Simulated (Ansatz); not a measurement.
Property card for Na$_{6}$In

Computed with DFT PBE, scalar-relativistic, plane waves, PAW (Ansatz 0.2.0).

Settings: cutoff 420 eV, Γ-centred mesh 8×8×8 on the computed 7-atom cell, Gaussian smearing of 0.10 eV; no spin polarisation.

The structure is relaxed at this level of theory with its symmetry kept, and needn't be the ground state of this composition.

```
CELL_PARAMETERS angstrom
0.00000 4.96773 4.96773
4.96773 0.00000 4.96773
4.96773 4.96773 0.00000
ATOMIC_POSITIONS crystal
Na 0.50000 0.50000 0.00000
Na 0.50000 0.00000 0.50000
Na 0.00000 0.00000 0.50000
Na 0.00000 0.50000 0.00000
Na 0.00000 0.50000 0.50000
Na 0.50000 0.00000 0.00000
In 0.00000 0.00000 0.00000
```

| Property | Result |
| --- | --- |
| Space group | Fm-3m (No. 225) |
| Volume per atom | 236.4 bohr³ |
| Formation energy from the elements' standard states (uncorrected) | -0.001 eV/atom |
| Kohn–Sham band gap | none (metal) |
| Density of states at the Fermi level | 4.5 states/eV per cell |
| Orbital (Löwdin) character within 0.5 eV of the Fermi level | Na 3s 46 %, In 5p 37 %, unprojected 12 % |
| Bader charge by site (e) | Na (6 in the cell) 0.49, In (1 in the cell) -2.94 |

The cell was found from a structure generator's guess, not taken from experiment. Löwdin shares on free-atom orbitals overweight diffuse shells.
